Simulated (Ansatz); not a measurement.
Run on diamond Ge (110), 3 layers: DFT, PBEsol, all-electron LAPW, scalar-relativistic (Ansatz 0.2.0). This run: no images along the normal.

The slab is cut from a bulk crystal relaxed on PAW files (its atoms may have been relaxed since).

Command: `ansatz run input.yaml --threads 2 --pin off --max-ram 4096MiB --backend cpu --events-out ev --progress --plain --runs-dir out` It took 2.8 min on 2 threads of Arm Neoverse V1 (shared host), peak memory 2.8 GiB.

```yaml
crystal:
  lattice:
    - [4.0132604633, 0.0, 0.0]
    - [0.0, 5.6756073765, 0.0]
    - [0.0, 0.0, 20.0133]
  atoms:
    - { symbol: Ge, position: [0.75, 0.118841635, 0.4013984789] }
    - { symbol: Ge, position: [0.25, 0.881158365, 0.4013984789] }
    - { symbol: Ge, position: [0.25, 0.6247318786, 0.5000000002] }
    - { symbol: Ge, position: [0.75, 0.3752681214, 0.5000000002] }
    - { symbol: Ge, position: [0.75, 0.1188416345, 0.5986015208] }
    - { symbol: Ge, position: [0.25, 0.8811583655, 0.5986015208] }
  periodic: [true, true, false]
kpoints:
  mp_grid: { grid: [7, 5, 1] }
scf:
  occupations: { method: fermi_dirac, width: 0.02 }
hamiltonian:
  xc: pbesol
  pseudopotentials: { kind: all_electron, lapw: { basis_error: 0.001 } }
output:
  forces: true
  stress: true
  eigenvalues: true
```

Output:

```
Warning: crystal.periodic: the lattice vector that does not repeat stood 0.000° off the slab's normal, 20.013 Å along it as the deck builds it. The run solves the slab on a vector along the normal, 31.693 Å long, with every atom where it was (on the deck's vector they left 16.07 Å outside them, and the widest stretch free of ions among them is 1.97 Å). A fractional position that the run reports is one of the run's cell, which starts as this one, and not of the deck's: it goes into a deck with that cell's vectors. The slab on that cell runs as it stands in a deck that lists each atom with its symbol and moment, types crystal.periodic and leaves out crystal.checkpoint, crystal.saddle_side, crystal.structure_sha256, crystal.space_group, crystal.setting, crystal.reduce_to_primitive, crystal.supercell, crystal.defects and each atom's wyckoff. Where those keys changed the vectors of the plane, lay the indices of each lattice_plane and lattice_line anew on these rows. Along the normal they count this vector already. An outside_sphere can name other atoms there (type this run's as sites). In the order of the run's atom list the slab is: crystal.lattice: [[4.0132604633, 0.0, 0.0], [0.0, 5.6756073765, 0.0], [0.0, 0.0, 31.69336727691454]]; position: [0.75, 0.118841635, 0.25346969627997956]; position: [0.25, 0.881158365, 0.25346969627997956]; position: [0.25, 0.6247318786, 0.31573325473975455]; position: [0.75, 0.37526812140000004, 0.31573325473975455]; position: [0.75, 0.11884163450000002, 0.3779968127575031]; position: [0.25, 0.8811583655, 0.3779968127575031];
crystal.periodic: the lattice vector that does not repeat stood 0.000° off the slab's normal, 20.013 Å along it as the deck builds it. The run solves the slab on a vector along the normal, 31.693 Å long, with every atom where it was (on the deck's vector they left 16.07 Å outside them, and the widest stretch free of ions among them is 1.97 Å). A fractional position that the run reports is one of the run's cell, which starts as this one, and not of the deck's: it goes into a deck with that cell's vectors. The slab on that cell runs as it stands in a deck that lists each atom with its symbol and moment, types crystal.periodic and leaves out crystal.checkpoint, crystal.saddle_side, crystal.structure_sha256, crystal.space_group, crystal.setting, crystal.reduce_to_primitive, crystal.supercell, crystal.defects and each atom's wyckoff. Where those keys changed the vectors of the plane, lay the indices of each lattice_plane and lattice_line anew on these rows. Along the normal they count this vector already. An outside_sphere can name other atoms there (type this run's as sites). In the order of the run's atom list the slab is: crystal.lattice: [[4.0132604633, 0.0, 0.0], [0.0, 5.6756073765, 0.0], [0.0, 0.0, 31.69336727691454]]; position: [0.75, 0.118841635, 0.25346969627997956]; position: [0.25, 0.881158365, 0.25346969627997956]; position: [0.25, 0.6247318786, 0.31573325473975455]; position: [0.75, 0.37526812140000004, 0.31573325473975455]; position: [0.75, 0.11884163450000002, 0.3779968127575031]; position: [0.25, 0.8811583655, 0.3779968127575031];
LAPW: plane waves up to 9.266 Å⁻¹, error target 1.0e-3 eV per atom; small_component_spin mean_spin; Ge in spheres of 1.209 Å, 22 of its electrons in bands, Dirac shells [] (how accurate: hamiltonian.pseudopotentials.lapw.basis_error, Limitations)
Engine: ansatz 0.2.0
Pseudopotentials: kind: all_electron
Pseudopotential: Ge, LAPW, valence charge 22, lapw/all_electron/scalar/gaussian/Ge, Koelling and Harmon's equation, gaussian nucleus
Functional definition: PBEsol
  exchange = pbesol_x
  correlation = pbesol_c
Crystal: 6 atoms, lattice volume = 721.902 Å³
Basis set: ecut = 327.15349081513403 eV, 9695 PW (Γ), exchange–correlation at level 2
Bands: 80, of which v1, the nominal top of the filled ones, is band 66 counted from 1 (65 counted from 0)
Symmetry: 8 space group operations
Space group: Pmma (ITA 51), of the structure as read, at distance tolerance 9.0e-5 Å
k-points: 12 of 35
Non-local potential: Ge, projectors of the file, none
Initial density: superposition of atomic densities (neutral atoms: chi_scale 0, normalization atom)
Initial wavefunctions: plane waves of lowest kinetic energy (no species holds an atomic orbital)
Functional: x = pbesol(κ = 0.804, μ = 0.12345679012345678), c = pbesol(β = 0.046)
iter 1 solved again at ethr=1.20e-3 eV; its pass at ethr=1.00e-1 eV (dr2=1.59e0 eV) is discarded
SCF iter   1: F=—  HF=-342446.070750 eV  |F-HF|=—  |Δ(HF+E_count)|=         —  Δρ=1.10e-2  dr2=1.59e0  ethr=1.20e-3  ⟨swp⟩=4.2  Hψ=6261  notcnv=0
preconditioner: auto → LDOS  [metal: Δε(μ)=0.045 eV  Ē_g=23.079 eV  σ=0.020 eV  W_gap=0.43  n_scr=108 (ndim 8)  ℏωp=12.7 eV  f_vac=0.762  D(μ)=6.32/eV (n_scr^D=26)  β→1.0]
iter 2 solved again at ethr=1.11e-4 eV; its pass at ethr=1.20e-3 eV (dr2=1.46e-1 eV) is discarded
SCF iter   2: F=—  HF=-342445.696033 eV  |F-HF|=—  |Δ(HF+E_count)|=   3.75e-1  Δρ=3.33e-3  dr2=1.46e-1  ethr=1.11e-4  ⟨swp⟩=2.2  Hψ=5177  notcnv=0
SCF iter   3: F=—  HF=-342445.758735 eV  |F-HF|=—  |Δ(HF+E_count)|=   6.27e-2  Δρ=2.21e-3  dr2=1.48e-1  ethr=1.11e-4  ⟨swp⟩=4.0  Hψ=3271  notcnv=0
SCF iter   4: F=—  HF=-342445.633290 eV  |F-HF|=—  |Δ(HF+E_count)|=   1.25e-1  Δρ=7.65e-4  dr2=1.71e-2  ethr=1.11e-4  ⟨swp⟩=3.0  Hψ=2935  notcnv=0
SCF iter   5: F=—  HF=-342445.631438 eV  |F-HF|=—  |Δ(HF+E_count)|=         —  Δρ=3.51e-4  dr2=1.79e-3  ethr=1.29e-5  ⟨swp⟩=3.0  Hψ=3044  notcnv=0
the basis was enlarged: its passes take 388.5 KiB over the memory plan, 2 of 2 planned eigensolver slots
SCF iter   6: F=—  HF=-342445.630558 eV  |F-HF|=—  |Δ(HF+E_count)|=   8.81e-4  Δρ=1.22e-4  dr2=1.55e-4  ethr=1.36e-6  ⟨swp⟩=3.0  Hψ=2992  notcnv=0
SCF iter   7: F=—  HF=-342445.630545 eV  |F-HF|=—  |Δ(HF+E_count)|=   1.24e-5  Δρ=6.61e-5  dr2=2.73e-5  ethr=1.18e-7  ⟨swp⟩=3.0  Hψ=2821  notcnv=0
[... lines left out ...]
Fermi energy:    -4.634766 eV
--- Per-component energies (eV) ---
  E_band       = -8125.780487
  E_kinetic    = 349592.619703
  E_xc         = -12762.997691
  E_electrostatic = -679275.246477  (all electrons and nuclei)
  E_smearing   = -0.006112  (= −TS)
  E_closure    = 0.000000  (closes the sum)
  E_atoms      = -342419.514117  (free atoms, spherical and without spin; not in F)
  Σ components = -342445.630577   (vs F -342445.630577, Δ=0.00e0)
  Basis errors (estimates in eV, not in F): energy 4.9e-4 per atom: plane waves 4.5e-4 (2.7e-4 summed), levels above the bands 9.3e-131, relativity 1.9e-8, radial functions 4.3e-5, core shells 1.8e-10; eigenvalues (radial functions only) 3.8e-7; not estimated: angular momenta, meshes, grids; target (lapw.basis_error) 1.0e-3; muffin-tin radii Ge 1.209 Å
--- Forces (eV/Å), atoms counted from 1 ---
  atom   1  Ge    -0.00000000     0.00339316    -0.00378060
  atom   2  Ge     0.00000000    -0.00339316    -0.00378060
  atom   3  Ge     0.00000000    -0.00467101     0.00000000
  atom   4  Ge     0.00000000     0.00467101     0.00000000
  atom   5  Ge    -0.00000000     0.00339316     0.00378060
  atom   6  Ge     0.00000000    -0.00339316     0.00378060
  max |Σ_I F_I| component: 3.47e-18 eV/Å
--- 2D stress c σ (N/m, compression-positive) ---
        0.372225       0.000000       0.000000
        0.000000       0.283205       0.000000
        0.000000       0.000000       0.000000
  P = ½ c Tr σ = 0.3277 N/m
--- Band table (eV; the first three rows and the last of 12) ---
  k-point 0: bands = ["-167.8073", "-167.8062", "-167.6959", "-167.6959", "-167.6944", "-167.6944", "-115.1470", "-115.1459", "-115.1057", "-115.1030", "-115.0988", "-115.0962", "-115.0406", "-115.0406", "-115.0388", "-115.0388", "-115.0060", "-115.0060", "-115.0016", "-115.0016", "-114.9746", "-114.9746", "-114.9623", "-114.9623", "-29.2246", "-29.2240", "-29.2188", "-29.1747", "-29.1666", "-29.1366", "-29.1149", "-29.1116", "-29.0981", "-29.0948", "-29.0497", "-29.0422", "-29.0221", "-29.0118", "-29.0095", "-29.0030", "-28.9913", "-28.9653", "-28.9467", "-28.9404", "-28.9297", "-28.9135", "-28.8836", "-28.8796", "-28.8792", "-28.8703", "-28.8698", "-28.8476", "-28.8008", "-28.7990", "-16.5157", "-14.9822", "-13.6192", "-12.3967", "-9.9762", "-7.7719", "-7.5950", "-6.9689", "-6.4891", "-5.8307", "-5.3046", "-4.7630", "-4.1384", "-3.2904", "-2.8338", "-2.3629", "-2.2921", "-1.3382", "-1.0128", "-0.3055", "-0.1668", "-0.0088", "0.5680", "0.7649", "1.1036", "1.1552"]
  k-point 1: bands = ["-167.8073", "-167.8062", "-167.6959", "-167.6959", "-167.6944", "-167.6944", "-115.1470", "-115.1459", "-115.1057", "-115.1030", "-115.0988", "-115.0962", "-115.0406", "-115.0406", "-115.0388", "-115.0388", "-115.0060", "-115.0060", "-115.0017", "-115.0016", "-114.9746", "-114.9746", "-114.9623", "-114.9623", "-29.2237", "-29.2200", "-29.2176", "-29.1803", "-29.1621", "-29.1442", "-29.1175", "-29.1122", "-29.1045", "-29.0802", "-29.0493", "-29.0487", "-29.0222", "-29.0194", "-29.0150", "-28.9931", "-28.9882", "-28.9665", "-28.9375", "-28.9349", "-28.9287", "-28.9185", "-28.8849", "-28.8801", "-28.8793", "-28.8732", "-28.8657", "-28.8505", "-28.8022", "-28.7996", "-16.3648", "-14.9442", "-14.3012", "-11.6499", "-10.3425", "-7.9752", "-7.2480", "-6.8233", "-6.4249", "-5.8097", "-5.1185", "-5.0976", "-3.8967", "-3.3034", "-3.1456", "-2.6901", "-2.4174", "-1.2179", "-0.6297", "-0.1048", "-0.0131", "0.3172", "0.7554", "0.7558", "0.9263", "1.3509"]
  k-point 2: bands = ["-167.8073", "-167.8062", "-167.6959", "-167.6959", "-167.6944", "-167.6944", "-115.1470", "-115.1459", "-115.1057", "-115.1030", "-115.0988", "-115.0962", "-115.0406", "-115.0406", "-115.0388", "-115.0388", "-115.0060", "-115.0060", "-115.0017", "-115.0016", "-114.9746", "-114.9746", "-114.9623", "-114.9623", "-29.2223", "-29.2157", "-29.2092", "-29.1936", "-29.1535", "-29.1513", "-29.1191", "-29.1188", "-29.1134", "-29.0553", "-29.0546", "-29.0488", "-29.0312", "-29.0289", "-29.0223", "-28.9865", "-28.9811", "-28.9580", "-28.9353", "-28.9344", "-28.9251", "-28.9152", "-28.8820", "-28.8817", "-28.8810", "-28.8786", "-28.8621", "-28.8560", "-28.8043", "-28.8006", "-15.9197", "-15.2075", "-14.8789", "-10.7794", "-10.6335", "-8.8420", "-6.4786", "-6.4044", "-5.8351", "-5.7747", "-5.7712", "-4.7061", "-4.6541", "-4.0043", "-2.8001", "-2.7293", "-2.1613", "-1.1769", "0.0135", "0.1615", "0.2534", "0.3351", "0.5110", "1.0993", "1.2834", "1.2937"]
  k-point 11: bands = ["-167.8069", "-167.8066", "-167.6953", "-167.6953", "-167.6950", "-167.6950", "-115.1466", "-115.1463", "-115.1050", "-115.1043", "-115.0975", "-115.0969", "-115.0399", "-115.0399", "-115.0396", "-115.0395", "-115.0048", "-115.0047", "-115.0039", "-115.0038", "-114.9693", "-114.9693", "-114.9666", "-114.9666", "-29.2321", "-29.2279", "-29.2186", "-29.2162", "-29.1156", "-29.1146", "-29.1119", "-29.1016", "-29.0989", "-29.0853", "-29.0768", "-29.0654", "-29.0276", "-29.0162", "-28.9889", "-28.9827", "-28.9774", "-28.9698", "-28.9641", "-28.9513", "-28.9469", "-28.9466", "-28.8951", "-28.8850", "-28.8824", "-28.8791", "-28.8239", "-28.8112", "-28.7977", "-28.7898", "-14.6652", "-14.3232", "-13.3339", "-12.2603", "-11.9522", "-11.5294", "-7.8261", "-7.6102", "-7.1263", "-6.7425", "-5.8734", "-5.0111", "-4.3354", "-3.8374", "-2.1810", "-1.3105", "-1.0289", "-0.2189", "0.0112", "0.6601", "0.7467", "1.5313", "1.5788", "1.9161", "2.0014", "2.3105"]
  the weakly bound empty levels are not read free of the cell's end (augmented_plane_waves)
```

Real surfaces of this kind reconstruct, which a 1×1 cell forbids.
